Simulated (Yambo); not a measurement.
Absorption of CaV$_{2}$O$_{6}$ (space group C2/m, No. 12) with and without the electron-hole interaction (Yambo, PBEsol bands; 6×6×4 mesh, 13 valence and 7 conduction bands, static screening with 83 bands and a 3 Ry block, scissor 2.30 eV, Tamm-Dancoff; field along x). Axes are Cartesian, with cell vectors (Å) (5.03, -1.82, 0.00), (5.03, 1.82, 0.00), (-1.73, 0.00, 6.92).

```
E (eV)  Im ε, BSE  Im ε, independent quasiparticles
------  ---------  --------------------------------
2.36         0.02                              0.04
2.46         0.02                              0.04
2.56         0.02                              0.05
2.66         0.02                              0.05
2.76         0.02                              0.05
2.86         0.03                              0.05
2.96         0.03                              0.06
3.07         0.03                              0.06
3.17         0.03                              0.06
3.27         0.03                              0.07
3.37         0.04                              0.07
3.47         0.04                              0.08
3.57         0.04                              0.08
3.67         0.05                              0.09
3.77         0.06                              0.09
3.87         0.06                              0.10
3.97         0.06                              0.11
4.07         0.07                              0.11
4.17         0.08                              0.12
4.27         0.10                              0.14
4.37         0.12                              0.15
4.47         0.16                              0.17
4.57         0.20                              0.19
4.67         0.26                              0.21
4.77         0.36                              0.24
4.87         0.46                              0.29
4.97         0.55                              0.35
5.08         0.66                              0.46
5.18         0.80                              0.65
5.28         0.83                              0.97
5.38         0.84                              1.33
5.48         0.84                              1.60
5.58         0.80                              1.73
5.68         0.76                              1.71
5.78         0.84                              1.70
5.88         0.85                              1.93
5.98         0.93                              2.47
6.08         0.90                              3.00
6.18         0.92                              3.43
6.28         0.86                              3.81
6.38         0.89                              4.21
6.48         0.89                              4.70
6.58         0.86                              5.17
6.68         0.83                              5.37
6.78         0.73                              5.99
6.88         0.75                              7.25
6.98         0.69                              8.94
7.09         0.74                              9.78
7.19         0.81                              9.27
7.29         0.81                              8.23
7.39         0.91                              7.13
7.49         0.89                              6.50
7.59         0.98                              6.58
```

The scissor comes from a G0W0 run whose convergence isn't established. Broadening 0.15 eV. The band window holds all transitions up to 7.7 eV. Fine structure above the onset can come from the mesh.

The 3d shell has no Hubbard U; the runs are without spin polarisation, and magnetic order was not tried.

Geometry of the Materials Project entry, not relaxed at this level; primitive cell a = 5.3462 Å, b = 5.3462 Å, c = 7.1380 Å, α = 103.19°, β = 103.19°, γ = 39.84°.

The structure is a Materials Project entry; no match was found in the copy of COD used, and its stability was not checked.
